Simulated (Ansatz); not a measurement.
Given:

AlN (wurtzite)

```
AlN
1.0
    6.25960     0.00000     0.00000
   -1.56490     2.71049     0.00000
    0.00000     0.00000     5.01733
Al N
4 4
Direct
  0.33333   0.33333   0.00337
  0.83333   0.33333   0.00337
  0.16667   0.66667   0.50337
  0.66667   0.66667   0.50337
  0.33333   0.33333   0.62183
  0.83333   0.33333   0.62183
  0.16667   0.66667   0.12183
  0.66667   0.66667   0.12183
```

The atoms are displaced by Q × the pattern below (from a DFPT mode at M = (0.5, 0.0, 0.0), largest move 1; Q in Å), at fixed cell. (q is in reciprocal vectors of the primitive cell; the cell shown is doubled to hold the pattern.)

```csv
atom,x,y,z
Al1,-0.852,-0.492,-0.182
Al2,0.852,0.492,0.182
Al3,0.852,0.492,-0.182
Al4,-0.852,-0.492,0.182
N5,-0.520,-0.300,0.535
N6,0.520,0.300,-0.535
N7,0.520,0.300,0.535
N8,-0.520,-0.300,-0.535
```

Calculation: PBE (plane waves to 420 eV, PAW, scalar-relativistic; Ansatz, a program for electronic structure). k mesh 6×12×7 (Γ-centred), Fermi-Dirac smearing 0.05 eV. The energy includes the smearing's −TS. AlN was relaxed with its symmetry unable to fall. The PAW data are Ansatz's earlier set. The zero of ΔE is the undisplaced structure.

The scan covers Q from -0.280 to 0.280 Å in 13 points.

Problem. Which space group does the distorted structure have?

Solution. Pmn2_1 (No. 31), lowered from P6_3mc.

Problem. Is this a single well or a double well?

Solution. A single well with its minimum at or next to zero displacement.

Problem. What is the energy change at Q = 0.280 Å?

Solution. 4803 meV/cell.

Problem. What harmonic wavenumber does the curvature at Q = 0 give?

Solution. 492 cm⁻¹.

(For displaced atoms, the force is minus the slope of the energy, and its curvature is a force constant, which sets phonon frequencies.)
